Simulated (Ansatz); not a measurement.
KMgF₃ (cubic perovskite), relaxed and computed with several functionals in Ansatz (plane waves, PAW). Much of their spread follows the volume that each gives.

| functional | V (Å³/atom) | B₀ by P(V) fit (GPa) |
|---|---|---|
| r²SCAN | 12.62 | 78.0 |
| HSE06 | 12.85 | ? |
| PBEsol | 12.72 | 72.3 |
| PBE | 13.33 | 66.2 |
| LDA | 11.94 | 86.3 |

Fit a straight line to ln B₀ against ln V and predict the withheld value.

Least squares on the 4 shown rows: ln B₀ = -2.44 × ln V + (10.513), with a scatter of 2 %. For HSE06 this gives 72.4. The run itself gave 73.0, within the scatter.

All cells were relaxed under the symmetry of their starts (and spin orders); stability against distortions was not tested throughout.

Potentials: the later of the program's two PAW sets.

Ansatz (a first-principles code) is a plane-wave DFT program.
